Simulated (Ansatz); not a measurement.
Consider the following.

Al$_{2}$Au (fluorite or antifluorite type, Fm-3m), a = 5.9560 Å, b = 5.9560 Å, c = 5.9560 Å, α = 90.00°, β = 90.00°, γ = 90.00°; the cell used has 3 atoms.

This is the LDA-relaxed structure.

Problem. All from plane-wave PAW LDA (Ansatz code), unless another level is named. Predict the Debye temperature from the elastic constants.

Solution. 300 K.

Problem. Give the highest zone-centre frequency.

Solution. 268 cm⁻¹.

The LDA relaxation kept the symmetry of its start; of distortions, only those at the zone centre were tested. As this level gives no gap, shear constants depend on the k-mesh and smearing (Fermi–Dirac, 0.1 eV here). As this level gives no gap, phonon frequencies hold no LO–TO term and depend on the k-mesh and smearing (Fermi–Dirac, 0.1 eV here). Spin–orbit coupling is left out wherever it is not named.

Potentials: the later of the program's two PAW sets.
